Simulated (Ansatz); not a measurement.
# MoSe in the zincblende structure

Computed with Ansatz (plane waves, PAW, 500 eV cutoff): r²SCAN, scalar-relativistic, collinear spin, Γ-centred 10×10×10 mesh, 0.05 eV Gaussian smearing; PAW files: Ansatz's generated set soft_2.

```xyz
2
Lattice="0.0000 2.8314 2.8314 2.8314 0.0000 2.8314 2.8314 2.8314 0.0000" Properties=species:S:1:pos:R:3 pbc="T T T"
Mo    0.0000    0.0000    0.0000
Se    1.4157    1.4157    1.4157
```

The cell came from substitution into a structure type; no database entry of this phase was matched, which doesn't show that none exists.

Magnetic state: ferromagnetic, site spin moments Mo 0.93 μB.

The run above is the reference. The same cell was run again with other input settings; several of them aren't fit for production, so the rows show the settings' effect and aren't properties of the material.

| keys changed | outcome | ΔE (meV/atom) | P (GPa) | gap on the mesh (eV) | cell moment (μB) | largest force component (eV/Å) | SCF iterations | rough core-seconds | new warnings |
| --- | --- | --- | --- | --- | --- | --- | --- | --- | --- |
| none (reference) | converged | 0.0 | 0.0 | metal | 1.28 | 0.000 | – | – | – |
| scf.occupations.method: "gaussian" → "methfessel_paxton"; scf.occupations.width: 0.05 → 0.005; hamiltonian.xc: "r2scan" → "pbesol" | converged | – | -3.4 | metal | 1.14 | 0.000 | 11 | 10 | – |
| kpoints.mp_grid.grid: [10, 10, 10] → [5, 5, 5] | converged | 4.0 | -0.8 | metal | 1.10 | 0.000 | 15 | 9 | – |
| scf.occupations.method: "gaussian" → "cold"; scf.occupations.width: 0.05 → 0.1; scf.n_extra_bands: 32 | converged | -0.3 | 0.0 | metal | 1.29 | 0.000 | 17 | 40 | – |
| accuracy: "high" | converged | 0.0 | 0.0 | metal | 1.28 | 0.000 | 27 | 40 | – |
| scf.occupations.width: 0.05 → 0.025 | converged | 0.1 | 0.0 | metal | 1.28 | 0.000 | 12 | 26 | – |

These changes also left energy (to 0.1 meV/atom), pressure, gap, moment and forces as in the reference: scf.occupations.method: "gaussian" → "methfessel_paxton"; scf.occupations.width: 0.05 → 0.005.

ΔE is the energy with the smearing extrapolated to zero. It is left out where the change alters the Hamiltonian or the spin treatment. The varied runs start from atomic densities (corrected by the program's trained start where that serves), with the default search for lower states unless a row changes it, while the reference went on from a saved state, so a magnet may end in another state whatever the setting.

What happens with these changes: hamiltonian.dispersion: "d3bjatm"; scf.initial_density.chi_scale: 0.1?

outcome converged, P (GPa) -1.2, gap on the mesh (eV) metal, cell moment (μB) 1.28, largest force component (eV/Å) 0.000, SCF iterations 22, rough core-seconds 30.

What happens with these changes: scf.eigensolver.kind: "davidson"; basis.precision: "f64"; hamiltonian.xc: "r2scan" → "revpbe"?

outcome converged, P (GPa) 2.5, gap on the mesh (eV) metal, cell moment (μB) 1.20, largest force component (eV/Å) 0.000, SCF iterations 13, rough core-seconds 23.

The pair part of a dispersion correction pulls inward (a three-body part mostly pushes out), and in metals and ionic crystals with large ions it often overbinds.

1 further run (cut off, refused for memory, with changed atoms or starts, or in doubt) is left out.

Of the reference: The run wasn't fully tested for a lower electronic state. Site moments are of spin, integrated over atomic spheres. The moments were started parallel, and the real magnetic order may be another.
